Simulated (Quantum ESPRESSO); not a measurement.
Si3NO4F, convergence and cost over cutoff and k mesh

Computed values, not a measurement. The program is pw.x of Quantum ESPRESSO 7.5 (plane-wave density functional theory). The cell is made up: 9 atoms on a quartz lattice, with randomly drawn elements, strain and displacements, not relaxed. PseudoDojo standard norm-conserving files (v0.5 for PBE, v0.4.1 for LDA and PBEsol) set the functional; there is no spin polarisation, spin-orbit coupling or dispersion term, and the masses in the input are unused placeholders.

Input of the run in row 4:

```
&control calculation='scf', pseudo_dir='./dojo.nc.sr.pbe.v0_5.standard.upf', outdir='./o', disk_io='medium', tprnfor=.true., tstress=.true. /
&system ibrav=0, nat=9, ntyp=4, nbnd=30, ecutwfc=84.00895049, nosym=.true., tot_charge=0,
 occupations='smearing', smearing='fd', degauss=0.0018374661
/
&electrons conv_thr=7.350e-09, electron_maxstep=60, /
ATOMIC_SPECIES
F 1.0 F.upf
N 1.0 N.upf
O 1.0 O.upf
Si 1.0 Si.upf
CELL_PARAMETERS angstrom
5.1178 0.0651 0.0056
-2.5026 4.2879 -0.0298
0.0061 -0.0342 5.6239
ATOMIC_POSITIONS angstrom
Si 2.3305 -0.0733 3.7715
Si -1.1416 1.9709 1.818
Si 1.3192 2.449 -0.0186
N 1.4786 1.2466 4.3548
O 3.4045 0.6726 2.5525
O 2.8017 2.7276 0.6363
O 0.2732 1.8942 1.2235
F -0.9908 3.2482 3.0316
O 0.8716 3.6602 4.8987
K_POINTS automatic
5 5 4 1 1 1
```

The same cell was run at these settings. Meshes are shifted by half a step, and differences are from the last row, which is itself not exact.

```
cutoff (eV)     k mesh  k points solved  threshold (eV)  free energy less the last row's (eV)  pressure (GPa)  largest stress difference (GPa)  largest force difference (eV/Å)  iterations  wall time (s)  k-point pools              processor
        800  2 x 2 x 2                4           1e-04                                 0.894           -6.24                             8.29                            0.031           9             26              1  AMD EPYC, Zen 5 class
       1143  2 x 2 x 2                4           1e-07                                -0.001            1.98                             0.03                            0.021          13             57              1  AMD EPYC, Zen 5 class
        778  5 x 5 x 4               50           1e-07                                 1.211           -8.38                            10.38                            0.024          13            239              1  AMD EPYC, Zen 5 class
       1143  5 x 5 x 4               50           1e-07                                 0.002            1.96                             0.02                            0.001          13            473              1  AMD EPYC, Zen 5 class
       1437  7 x 7 x 6              147           1e-07                                 0.000            1.98                             0.00                            0.000          13           2320              1  AMD EPYC, Zen 5 class
```

Each pool is one process. Wall times include start-up and a band step at six k points, which weighs most on the coarsest meshes. The runs were on shared virtual cores whose load varied, so times are rough.